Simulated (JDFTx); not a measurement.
**Report: TiSi2(010) in implicit electrolytes**

TiSi2(010) slab cut from bulk TiSi2 (space group Cmcm, indices of the conventional cell, lattice of the Materials Project entry mp-1077503, not re-optimised): 12 atoms in 10 planes, a 1x1 cell of 12.59 Å² (|a| = 3.530, |b| = 3.565 Å), 11.7 Å between the outermost planes, Si outermost, slab composition Ti4Si8, cell height 27.9 Å, 6×6×1 k mesh, Fermi smearing 0.01 Ha, no spin polarisation. Whether this polymorph is the ambient one wasn't checked. Neither spin polarisation nor a larger cell was tried.

Method: PBE, GBRV ultrasoft potentials, plane waves to 20/100 Ha, in a modified build of JDFTx. Outer atoms relaxed in vacuum, keeping the start's symmetry. The same nuclei were then put into each liquid, at zero charge and at set potentials or charges. The model has bare, unreconstructed faces and no explicit solvent. The electron chemical potential μ is absolute (zero in the bulk liquid) and is turned into a potential by U = −μ/e − 4.44 V vs SHE, a convention.

In vacuum the work function is 4.32 eV, which would put the uncharged electrode at -0.12 V vs SHE if the liquid did nothing. Each liquid moves the Fermi level of the neutral slab, now counted from the bulk liquid: CANDLE, water, 2 M NaF by 0.31 eV, to a potential of zero charge of -0.43 V; SaLSA, water, 2 M NaF by 0.42 eV, to a potential of zero charge of -0.54 V. The models of water differ by 0.11 V among themselves.

Charging:

| liquid | U − U_pzc (V) | σ (μC/cm²) | σ/(U − U_pzc) (μF/cm²) | Δγ (mJ/m²) |
|---|---|---|---|---|
| CANDLE, water | 0.28 | 4.0 | 14 | -6 |
| CANDLE, water | 0.29 | 4.0 | 14 | -6 |
| CANDLE, water | 0.88 | 13.4 | 15 | -57 |

The mean capacitance runs from 14 to 15 μF/cm². Δγ, the grand free energy per area against the neutral surface, is negative throughout, since charging at a held potential lowers it. The cavity function reaches one half at 3.1 Å (CANDLE, water), 3.0 Å (SaLSA, water) above the top atoms; the models define their cavities differently. CANDLE's negatively charged runs are left out, as they depend on the cell height. No specific adsorption of ions or solvent is in these numbers.
